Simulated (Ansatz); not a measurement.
## Strain response of Sr

All numbers below come from DFT PBEsol, scalar-relativistic, plane waves, PAW in Ansatz 0.2.0. Settings: 420 eV cutoff, 12×12×8 k-mesh, Gaussian smearing of 0.10 eV, no spin polarisation.

The relaxed crystal:

```
CELL_PARAMETERS angstrom
4.19454 0.00000 0.00000
-2.09727 3.63258 0.00000
0.00000 0.00000 6.87853
ATOMIC_POSITIONS crystal
Sr 0.33333 0.66667 0.25000
Sr 0.66667 0.33333 0.75000
```

Deformation: all cell vectors scaled alike, the atoms relaxed, all within the symmetry that the strain leaves. Energies are extrapolated to zero smearing.

| strain (%) | ΔE (meV/atom) | a (Å) | b (Å) | c (Å) |
| --- | --- | --- | --- | --- |
| -3.0 | 16.9 | 4.069 | 4.069 | 6.672 |
| -2.0 | 7.3 | 4.111 | 4.111 | 6.741 |
| -1.0 | 1.8 | 4.153 | 4.153 | 6.810 |
| +0.0 | 0.0 | 4.195 | 4.195 | 6.879 |
| +1.0 | 1.7 | 4.236 | 4.236 | 6.947 |
| +2.0 | 6.7 | 4.278 | 4.278 | 7.016 |
| +3.0 | 14.9 | 4.320 | 4.320 | 7.085 |

Q: What stiffness (1/V) d²E/dε² at zero strain does a cubic fit over all points give?

A: A cubic fit gives (1/V) d²E/dε² = 108 GPa at zero strain (nine times the bulk modulus at fixed shape).

This form isn't the element's structure at ambient conditions.